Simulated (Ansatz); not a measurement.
## Clamped-ion strain scan in Ti

Level of theory: DFT PBE, scalar-relativistic, plane waves, PAW (Ansatz). The runs took a 420 eV cutoff, a Γ-centred 18×18×10 mesh and Gaussian smearing (0.15 eV). No spin polarisation. Energies are free energies at this smearing, counted from the undisturbed cell; pressure is positive in compression.

Reference structure (as given, not relaxed at this level; it stands at -1.6 GPa):

```
CELL_PARAMETERS angstrom
2.95000 0.00000 0.00000
-1.47500 2.55477 0.00000
0.00000 0.00000 4.68600
ATOMIC_POSITIONS crystal
Ti 0.33333 0.66667 0.25000
Ti 0.66667 0.33333 0.75000
```

The cell is strained by ε times the Voigt pattern (1, 1, 0, 0, 0, 0) (xx, yy, zz, yz, xz, xy; engineering shear) with fractional coordinates fixed. The cell is metallic on the mesh throughout.

```csv
ε,ΔE (meV/atom)
-0.0600,90.9
-0.0450,45.8
-0.0300,16.3
-0.0150,1.4
0.0000,0.0
0.0150,10.8
0.0300,32.8
0.0450,64.8
0.0525,84.1
0.0600,105.6
```

Problem. Predict the stress summed along the pattern (GPa, tension positive) at each point.

Solution.
```
      ε  stress summed along the pattern (GPa, tension positive)
-0.0600                                                   -34.31
-0.0450                                                   -23.51
-0.0300                                                   -13.71
-0.0150                                                    -4.89
 0.0000                                                     2.96
 0.0150                                                     9.89
 0.0300                                                    15.94
 0.0450                                                    21.17
 0.0525                                                    23.50
 0.0600                                                    25.66
```